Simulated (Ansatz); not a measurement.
CaGaGeH in space group P3m1 (No. 156; Ca on 1b, Ga on 1a, Ge on 1c, H on 1a), DFT-LDA in the program Ansatz with PAW potentials. The conduction-band minimum lies at M, with 3 equivalent valleys. Second derivatives d²E/dk² of the lowest band at one valley (eV·Å²), along Cartesian directions:

| direction | d²E/dk² |
|---|---|
| [100] | 54.47 |
| [010] | 12.41 |
| [001] | 18.45 |
| [110] | 33.53 |
| [101] | 36.57 |
| [011] | 1.886 |

Task: Find the principal effective masses, the density-of-states mass and the conductivity mass.

Result: Off-diagonal terms follow from H_xy = H[110] − (H_xx + H_yy)/2, and m*/mₑ = 7.620 eV·Å² over each eigenvalue: 0.14, 0.26, 4.9. One valley's DOS mass (m₁m₂m₃)^(1/3) = 0.56, conductivity mass 3/(Σ 1/mᵢ) = 0.27 mₑ.

Task: What effective density of states Nc follows at 300 K for parabolic valleys?

Result: Nc = 2.509e19 × 3 × (0.56)^(3/2) ≈ 3.2e19 cm⁻³.

The workflow started from a Materials Project entry (that database holds measured and hypothetical structures alike); the Crystallography Open Database files this formula in space group No. 156, but the cells were not matched. Whether it is the stable phase at ambient conditions was not checked. Symmetry was held in the LDA relaxation; of distortions, only those at the zone centre were tested. Spin–orbit coupling is left out wherever it is not named.

Potentials: the later of the program's two PAW sets.

Edges and masses are those of Kohn–Sham bands, whose gap is no quasiparticle gap.
